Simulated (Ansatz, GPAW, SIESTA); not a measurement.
# GeSb4Te7: band gap by level of theory

Space group P-3m1 (No. 164). a = 4.289 Å, b = 4.289 Å, c = 24.638 Å, α = 90.00°, β = 90.00°, γ = 120.00°
```json
{"atom": "Te", "site": "2c", "symmetry": "3m.", "x": "0.0000", "y": "0.0000", "z": "0.2810"}
{"atom": "Te", "site": "1a", "symmetry": "-3m.", "x": "0.0000", "y": "0.0000", "z": "0.0000"}
{"atom": "Te", "site": "2d", "symmetry": "3m.", "x": "0.3333", "y": "0.6667", "z": "0.5686"}
{"atom": "Te", "site": "2d", "symmetry": "3m.", "x": "0.6667", "y": "0.3333", "z": "0.1503"}
{"atom": "Sb", "site": "2d", "symmetry": "3m.", "x": "0.6667", "y": "0.3333", "z": "0.6502"}
{"atom": "Sb", "site": "2d", "symmetry": "3m.", "x": "0.3333", "y": "0.6667", "z": "0.0811"}
{"atom": "Ge", "site": "1b", "symmetry": "-3m.", "x": "0.0000", "y": "0.0000", "z": "0.5000"}
```

The cell is a database's computed one, not the measured one.

| rung | level | program and potentials | cutoff (eV) | k mesh | smearing | task | core time | chip | band gap (eV) | notes |
| --- | --- | --- | --- | --- | --- | --- | --- | --- | --- | --- |
| GGA | PBE | GPAW, GPAW PAW data sets (gpaw-data 1.2.1) | 500 | 4 × 4 × 1 | fermi-dirac 0.05 | single point | 2.1 min | Arm Neoverse V2 | 0.60 | coarse mesh; 8.83 valence electrons an atom on average |
| GGA | PBE | SIESTA, files PseudoDojo sr-pbe-0.4.1-standard, DZP (energy shift 0.003 Ry; two zetas on semicore shells) | - | 7 × 7 × 2 | fermi-dirac 0.05 | band structure | 3.8 min | Intel Xeon 6975P-C Granite Rapids | 0.42 | atomic basis; 15.5 valence electrons an atom on average |
| hybrid | PBE0 | Ansatz, Ansatz PAW | 420 | 6 × 6 × 2 | fermi-dirac 0.05 | single point | 4.6 min | AMD EPYC 7R13 Zen 3 | 1.18 | potentials made for PBE, which Ansatz adapts in part; 15.5 valence electrons an atom on average |
| hybrid | HSE06 | Ansatz, Ansatz PAW | 420 | 6 × 6 × 2 | fermi-dirac 0.05 | single point | 4.8 min | AMD EPYC 7R13 Zen 3 | 0.71 | potentials made for PBE, which Ansatz adapts in part; 15.5 valence electrons an atom on average |
| GGA | PBEsol | Ansatz, Ansatz PAW | 420 | 7 × 7 × 2 | fermi-dirac 0.05 | band structure | 7.2 min | Arm Neoverse V1 | 0.37 | potentials made for PBE, which Ansatz adapts in part; 15.5 valence electrons an atom on average |
| LDA | LDA | Ansatz, Ansatz PAW | 420 | 7 × 7 × 2 | fermi-dirac 0.05 | band structure | 8.5 min | Arm Neoverse V1 | 0.36 | potentials made for PBE, which Ansatz adapts in part; 15.5 valence electrons an atom on average |
| GGA | PBE | Ansatz, Ansatz PAW | 420 | 7 × 7 × 2 | fermi-dirac 0.05 | band structure | 8.7 min | Arm Neoverse V1 | 0.41 | 15.5 valence electrons an atom on average |
| meta-GGA | r2SCAN | Ansatz, Ansatz PAW | 500 | 7 × 7 × 2 | fermi-dirac 0.05 | band structure | 13 min | Arm Neoverse V1 | 0.52 | potentials made for PBE, which Ansatz adapts in part; 15.5 valence electrons an atom on average; from the band path |

Times are single runs on shared hosts and different chips, so they are rough; meshes, cutoffs and the tasks' sizes weigh on the time. All rows: no spin polarisation. Gaps are the least found on the k mesh or the band path, and a mesh can miss the band edges. Smearing widths are in eV. Meshes differ between rows, which moves values too. All levels ran on this one cell, unrelaxed unless noted. Meshes are those of the run's cell of 12 atoms unless a note names another. Runs on faulty files, with rough fits or with known faults for this quantity aren't shown. No row holds spin-orbit coupling.

By rung: LDA 0.36; GGA 0.37 to 0.41; meta-GGA 0.52; hybrid 0.71 to 1.18; GGA on coarse meshes 0.60; GGA in atomic bases 0.42 (eV).
